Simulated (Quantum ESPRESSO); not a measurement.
**Kohn-Sham bands of Al₂O₃ (corundum)**

```
CELL_PARAMETERS angstrom
     -2.40251     4.16128     0.00000
     -4.80503     0.00000     0.00000
     -2.40251     1.38709     4.37208
ATOMIC_POSITIONS crystal
  Al 0.85210 0.85210 0.44370
  Al 0.14790 0.14790 0.55630
  Al 0.64790 0.64790 0.05630
  Al 0.35210 0.35210 0.94370
  O  0.75000 0.05614 0.75000
  O  0.25000 0.94386 0.25000
  O  0.44386 0.75000 0.75000
  O  0.55614 0.25000 0.25000
  O  0.05614 0.44386 0.75000
  O  0.94386 0.55614 0.25000
```

Materials Project entry mp-1143; symmetrised, unrelaxed at this level. COD (Crystallography Open Database) has the formula in 3 space groups, this one among them (matched by group alone). Level: LDA, no spin polarisation, no spin-orbit coupling; pw.x of Quantum ESPRESSO at 68 Ry with PseudoDojo potentials, 4×4×4 k-points, Wannier90. Density: 8×8×8 mesh, cold smearing 0.01 Ry.

Problem. List the Kohn-Sham levels between −8 and 8.9 eV relative to the valence-band maximum at the high-symmetry points, as a band run of pw.x on that density gives them (levels within 2 meV counted together).

Solution. 
| point | k (reciprocal lattice) | levels (eV) |
|---|---|---|
| Γ | 0.000 0.000 0.000 | -6.81, -5.83, -5.44 (×2), -4.34, -4.22 (×2), -3.23, -2.92, -1.39 (×2), -1.24 (×2), -0.45 (×2), -0.02 (×2), 0.00, 5.87, 8.79 |
| T | 0.000 0.000 0.500 | -5.52 (×2), -4.35 (×4), -4.02 (×2), -2.19 (×2), -1.94 (×4), -0.35 (×4), 8.29 (×2) |
| H_2 | -0.266 -0.532 0.234 | -5.66 (×2), -4.98 (×2), -4.01 (×2), -3.45 (×2), -2.07 (×2), -1.81 (×2), -1.14 (×2), -0.80 (×2), -0.46 (×2) |
| H_0 | -0.468 -0.734 -0.234 | -5.66 (×2), -4.98 (×2), -4.01 (×2), -3.45 (×2), -2.07 (×2), -1.81 (×2), -1.14 (×2), -0.80 (×2), -0.46 (×2) |
| L | 0.000 -0.500 0.000 | -6.33 (×2), -5.10 (×2), -3.51 (×2), -3.33 (×2), -2.15 (×2), -1.50 (×2), -1.29 (×2), -0.85 (×2), -0.24 (×2) |
| S_0 | -0.367 -0.734 -0.367 | -5.82, -5.53, -5.14, -4.86, -4.40, -3.84, -3.65, -2.95, -2.64, -1.98, -1.59, -1.45, -1.23, -1.05, -0.84, -0.80, -0.52, -0.25 |
| S_2 | -0.367 -0.633 0.000 | -5.82, -5.53, -5.14, -4.86, -4.40, -3.84, -3.65, -2.95, -2.64, -1.98, -1.59, -1.45, -1.23, -1.05, -0.84, -0.80, -0.52, -0.25 |
| F | -0.500 -0.500 0.000 | -6.05, -5.61, -4.62, -4.52, -4.11, -3.86, -3.71, -3.19, -2.49, -2.26, -1.70, -1.48, -1.32, -1.26, -0.97, -0.88, -0.70, -0.22 |
